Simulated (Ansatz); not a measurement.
# SnSe (P4/nmm), one atom moved along a line

The calculation used DFT LDA, scalar-relativistic, plane waves, PAW in Ansatz. Settings: plane waves to 420 eV, k-mesh 6×6×4 (Γ-centred), Gaussian smearing 0.05 eV. No spin polarisation. Energies are free energies at this smearing, counted from the undisturbed cell; pressure is positive in compression.

Zero of the scan (relaxed at this level; this form isn't the usual structure):

```
Sn Se
1.0
     4.18990    0.00000    0.00000
     0.00000    4.18990    0.00000
     0.00000    0.00000   10.97962
Sn Se
2 2
Direct
  0.50000 0.00000 0.37816
  0.00000 0.50000 0.62184
  0.50000 0.00000 0.62178
  0.00000 0.50000 0.37822
```

The cell holds layers and no dispersion correction was added, so their binding is poorly described.

Atom 3 (Se) is moved by x along the Cartesian unit vector (0.000, 0.000, -1.000); the cell and all other atoms stay fixed.

Task: Over the sampled range (-0.2000 to 0.2000), is the undisturbed cell the lowest point?

Result: Yes, every other sampled point lies higher.

Task: Which end lies higher in energy, -0.2000 or +0.2000?

Result: +0.2000: 154.0 against 95.6.

Task: Does the gap on the k-mesh survive along the scan?

Result: It is 1.46 eV at the start and stays between 1.04 and 1.46 eV.

The scan:

| x (Å) | ΔE (meV/cell) |
| --- | --- |
| -0.2000 | 95.6 |
| -0.1500 | 56.7 |
| -0.1000 | 26.6 |
| -0.0500 | 7.0 |
| 0.0000 | 0.0 |
| 0.0500 | 8.0 |
| 0.1000 | 34.0 |
| 0.1500 | 81.2 |
| 0.1750 | 114.1 |
| 0.2000 | 154.0 |

Cost: 10 runs of about 2.9 core-minutes in all, on Intel Xeon Platinum 8259CL (Skylake/Cascade Lake) (shared hosts).